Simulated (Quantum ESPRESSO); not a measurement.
Ga3SiN3C, convergence and cost over cutoff and k mesh

Simulated, not a measurement. The program is pw.x of Quantum ESPRESSO 7.5 (plane-wave density functional theory). The cell is made up: 8 atoms on a wurtzite lattice, with randomly drawn elements, strain and displacements, not relaxed. PseudoDojo standard norm-conserving files (v0.5 for PBE, v0.4.1 for LDA and PBEsol) set the functional; there is no spin polarisation, spin-orbit coupling or dispersion term, and the masses in the input are unused placeholders.

Input of the run in row 4:

```
&control calculation='scf', pseudo_dir='./dojo.nc.sr.pbe.v0_5.standard.upf', outdir='./o', disk_io='low', tprnfor=.true., tstress=.true. /
&system ibrav=0, nat=8, ntyp=4, nbnd=37, ecutwfc=84.00895049, nosym=.true., tot_charge=0,
 occupations='smearing', smearing='fd', degauss=0.0018374661
/
&electrons conv_thr=7.350e-09, electron_maxstep=60, /
ATOMIC_SPECIES
C 1.0 C.upf
Ga 1.0 Ga.upf
N 1.0 N.upf
Si 1.0 Si.upf
CELL_PARAMETERS angstrom
3.2684 0.0 0.0
0.0 5.661 0.0
0.0 0.0 5.3373
ATOMIC_POSITIONS angstrom
Ga 0.0561 0.004 0.0099
Ga 1.6432 2.8048 -0.0152
Ga 1.6424 0.9417 2.6894
Si 0.0157 3.7915 2.6142
N -0.0609 0.0129 2.007
C 1.6562 2.7891 1.9793
N 1.6161 0.9729 4.6037
N -0.0528 3.75 4.6605
K_POINTS automatic
5 4 4 1 1 1
```

The same cell was run at these settings. Meshes are shifted by half a step, and differences are from the last row, which is itself not exact.

| cutoff (eV) | k mesh | k points solved | threshold (eV) | free energy less the last row's (eV) | pressure (GPa) | largest stress difference (GPa) | largest force difference (eV/Å) | iterations | wall time (s) | k-point pools | processor |
| --- | --- | --- | --- | --- | --- | --- | --- | --- | --- | --- | --- |
| 800 | 2 x 2 x 2 | 4 | 1e-04 | 1.927 | -55.70 | 47.89 | 0.116 | 8 | 8 | 4 | AMD EPYC, Zen 5 class |
| 1143 | 1 x 1 x 1 | 1 | 1e-07 | -2.237 | -14.54 | 6.44 | 1.425 | 13 | 12 | 4 | AMD EPYC, Zen 5 class |
| 825 | 5 x 4 x 4 | 40 | 1e-07 | 1.744 | -40.75 | 29.77 | 0.015 | 13 | 27 | 4 | AMD EPYC, Zen 5 class |
| 1143 | 5 x 4 x 4 | 40 | 1e-07 | -0.010 | -11.02 | 0.07 | 0.009 | 13 | 50 | 4 | AMD EPYC, Zen 5 class |
| 1437 | 7 x 6 x 6 | 126 | 1e-07 | 0.000 | -11.04 | 0.00 | 0.000 | 13 | 179 | 4 | AMD EPYC, Zen 5 class |

Each pool is one process. Wall times include start-up and a band step at six k points, which weighs most on the coarsest meshes. The runs were on shared virtual cores whose load varied, so times are rough.